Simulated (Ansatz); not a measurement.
PbS:
```cif
data_Pb2S2
_chemical_formula_sum 'Pb2 S2'
_space_group_name_H-M_alt 'P 1'
_space_group_IT_number 1
_cell_length_a 4.22525
_cell_length_b 5.97135
_cell_length_c 4.22526
_cell_angle_alpha 90.000
_cell_angle_beta 90.000
_cell_angle_gamma 90.000
loop_
_space_group_symop_operation_xyz
  'x, y, z'
loop_
_atom_site_label
_atom_site_type_symbol
_atom_site_fract_x
_atom_site_fract_y
_atom_site_fract_z
_atom_site_occupancy
Pb1 Pb 0.50000 0.50000 0.24994 1
Pb2 Pb 0.00000 0.00000 0.75006 1
S1 S 0.00000 0.50000 0.75009 1
S2 S 0.50000 0.00000 0.24991 1
```

Relaxed with r²SCAN.

### Question
Which orbitals make up the states near the band edges in plane-wave PAW r²SCAN (Ansatz code)?

### Answer
Top 1 eV of the valence band: S 3p 69 %, Pb 6s 20 %, Pb 6p 9 %. Bottom 1 eV of the conduction band: Pb 6p 70 %, S 3s 15 %, S 3p 8 %. Projections are on Löwdin-orthogonalised atomic valence shells; empty p or d shells of many metals are not among them.

### Question
Tabulate the density of states.

### Answer
States/eV per cell of 4 atoms, in 0.25 eV bins, energy from the valence-band maximum.

| E (eV) | total | S 3p | Pb 6p | Pb 6s |
|---|---|---|---|---|
| -7.87 | 2.49 | 0.38 | 0.04 | 1.84 |
| -7.62 | 1.86 | 0.24 | 0.03 | 1.36 |
| -7.37 | 0.74 | 0.10 | 0.00 | 0.49 |
| -7.12 | 0.42 | 0.06 | 0.00 | 0.27 |
| -6.87 | 0.28 | 0.03 | 0.00 | 0.18 |
| -6.62 | 0.17 | 0.01 | 0.00 | 0.11 |
| -6.37 | 0.08 | 0.00 | 0.00 | 0.05 |
| -6.12 | 0.00 | 0.00 | 0.00 | 0.00 |
| -5.87 | 0.00 | 0.00 | 0.00 | 0.00 |
| -5.62 | 0.00 | 0.00 | 0.00 | 0.00 |
| -5.37 | 0.00 | 0.00 | 0.00 | 0.00 |
| -5.12 | 0.10 | 0.06 | 0.05 | 0.00 |
| -4.87 | 0.61 | 0.33 | 0.25 | 0.01 |
| -4.62 | 1.06 | 0.60 | 0.42 | 0.02 |
| -4.37 | 1.41 | 0.82 | 0.53 | 0.03 |
| -4.12 | 1.74 | 1.07 | 0.61 | 0.04 |
| -3.87 | 2.13 | 1.35 | 0.69 | 0.04 |
| -3.62 | 2.73 | 1.81 | 0.81 | 0.05 |
| -3.37 | 3.73 | 2.59 | 1.01 | 0.07 |
| -3.12 | 3.70 | 2.66 | 0.90 | 0.07 |
| -2.87 | 3.88 | 2.89 | 0.83 | 0.09 |
| -2.62 | 3.99 | 3.08 | 0.72 | 0.10 |
| -2.37 | 4.10 | 3.32 | 0.59 | 0.11 |
| -2.12 | 4.24 | 3.52 | 0.48 | 0.15 |
| -1.87 | 3.05 | 2.53 | 0.28 | 0.17 |
| -1.62 | 1.78 | 1.26 | 0.24 | 0.24 |
| -1.37 | 2.39 | 1.71 | 0.27 | 0.35 |
| -1.12 | 3.52 | 2.58 | 0.29 | 0.56 |
| -0.87 | 2.31 | 1.61 | 0.20 | 0.43 |
| -0.62 | 1.22 | 0.84 | 0.10 | 0.26 |
| -0.37 | 0.29 | 0.19 | 0.03 | 0.07 |
| -0.12 | 0.02 | 0.01 | 0.00 | 0.01 |
| 0.13 | 0.00 | 0.00 | 0.00 | 0.00 |
| 0.38 | 0.00 | 0.00 | 0.00 | 0.00 |
| 0.63 | 0.00 | 0.00 | 0.00 | 0.00 |
| 0.88 | 0.05 | 0.00 | 0.04 | 0.00 |
| 1.13 | 0.33 | 0.03 | 0.22 | 0.01 |
| 1.38 | 0.67 | 0.06 | 0.47 | 0.01 |
| 1.63 | 1.29 | 0.11 | 0.92 | 0.02 |
| 1.88 | 1.84 | 0.18 | 1.32 | 0.03 |
| 2.13 | 2.15 | 0.22 | 1.57 | 0.03 |
| 2.38 | 2.49 | 0.23 | 1.90 | 0.03 |
| 2.63 | 2.76 | 0.27 | 2.18 | 0.03 |
| 2.88 | 2.83 | 0.33 | 2.23 | 0.03 |
| 3.13 | 2.91 | 0.40 | 2.24 | 0.03 |
| 3.38 | 2.75 | 0.43 | 2.04 | 0.02 |
| 3.63 | 2.78 | 0.49 | 1.98 | 0.02 |
| 3.88 | 3.02 | 0.58 | 2.03 | 0.02 |
| 4.13 | 3.65 | 0.73 | 2.28 | 0.02 |
| 4.38 | 5.27 | 1.09 | 3.08 | 0.02 |
| 4.63 | 5.56 | 1.25 | 3.16 | 0.01 |
| 4.88 | 3.41 | 0.88 | 2.04 | 0.01 |
| 5.13 | 2.23 | 0.66 | 1.33 | 0.00 |
| 5.38 | 1.28 | 0.42 | 0.76 | 0.00 |

Space group Fm-3m (rock salt). The r²SCAN relaxation kept the symmetry of its start; of distortions, only those at the zone centre were tested. Scalar-relativistic: spin–orbit coupling is off unless named, which matters more the heavier the elements.

Potentials: the later of the program's two PAW sets.
